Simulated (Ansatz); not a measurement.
## A vibration from a frozen displacement in WC

Method: Ansatz, DFT r2SCAN, scalar-relativistic, plane waves, PAW. Settings: plane waves to 500 eV, k-mesh 18×18×18 (Γ-centred), Gaussian smearing 0.15 eV. Spin–orbit coupling is left out, which matters for the heavy elements here. No spin polarisation. Energies are free energies at this smearing, counted from the undisturbed cell; pressure is positive in compression.

Zero of the scan (as given, not relaxed at this level; it stands at -5.2 GPa; this rock-salt form isn't the usual structure):

```
W C
1.0
     0.00000    2.19268    2.19268
     2.19268    0.00000    2.19268
     2.19268    2.19268    0.00000
W C
1 1
Direct
  0.00000 0.00000 0.00000
  0.50000 0.50000 0.50000
```

Every W atom is moved by x along the Cartesian unit vector (0.000, -0.707, -0.707); the cell and all other atoms stay fixed. The cell's volume is 21.08 Å³; the moved atoms weigh 183.840 u together and the others 12.011 u. Some rows repeat others by symmetry and weren't run.

| x (Å) | ΔE (meV/cell) | total force on the moved atoms along the move (eV/Å) | pressure (GPa) |
| --- | --- | --- | --- |
| -0.2000 | 128.48 | 1.4175 | 1.0645 |
| -0.1750 | 95.61 | 1.2116 | -0.4280 |
| -0.1500 | 67.95 | 1.0004 | -1.7191 |
| -0.1250 | 45.53 | 0.7955 | -2.8050 |
| -0.1000 | 28.07 | 0.6034 | -3.6880 |
| -0.0750 | 15.21 | 0.4278 | -4.3708 |
| -0.0500 | 6.55 | 0.2683 | -4.8555 |
| -0.0250 | 1.61 | 0.1295 | -5.1479 |
| 0.0000 | 0.00 | 0.0000 | -5.2460 |
| 0.0250 | 1.61 | -0.1295 | -5.1479 |
| 0.0500 | 6.55 | -0.2683 | -4.8555 |
| 0.0750 | 15.21 | -0.4278 | -4.3708 |
| 0.1000 | 28.07 | -0.6034 | -3.6880 |
| 0.1250 | 45.53 | -0.7955 | -2.8050 |
| 0.1500 | 67.95 | -1.0004 | -1.7191 |
| 0.1750 | 95.61 | -1.2116 | -0.4280 |
| 0.2000 | 128.48 | -1.4175 | 1.0645 |

Q: What frequency belongs to this motion?

A: The force constant is k = −dF/dx = 5.182 eV/Å², from the parabola through x = -0.0250, 0 and 0.0250. In every cell the moved atoms swing against the rest, so the mass is μ = m₁m₂/(m₁ + m₂) = 11.274 u, and ν̃ = 521.5 cm⁻¹ × √(|k|/μ) = 354 cm⁻¹, at this cell's pressure of -5.2 GPa. To first order in x, and within 1 %, the force on every atom lies along the move and, within each of the two groups, in proportion to the atom's mass, so this is itself a mode at the zone centre of this cell.

Q: How far does the harmonic law reach?

A: At x = -0.200 Å, kx²/2 = 103.63 meV against the computed 128.48 meV (+24.0 %): the well stiffens in this direction at large amplitude.

Q: The pressure changes with x². What does that say about the frequency under compression?

A: With E = k(V)x²/2, k ∝ V^(−2γ) and x scaling with the cell as V^(1/3), P − P0 = −∂E/∂V = (2γ − 2/3) ΔE/V. At x = 0.0500 Å, V(P − P0) = 21.08 × 0.39050 / 160.2 eV = 51.39 meV and ΔE = 6.55 meV, so γ = 1/3 + V(P − P0)/(2ΔE) = 4.26. This is the Grüneisen parameter of the motion under uniform scaling of the cell: shrinking the cell evenly by 1 % in volume raises the frequency by about 4.26 %.

In a metal these slopes depend on the k mesh and the smearing.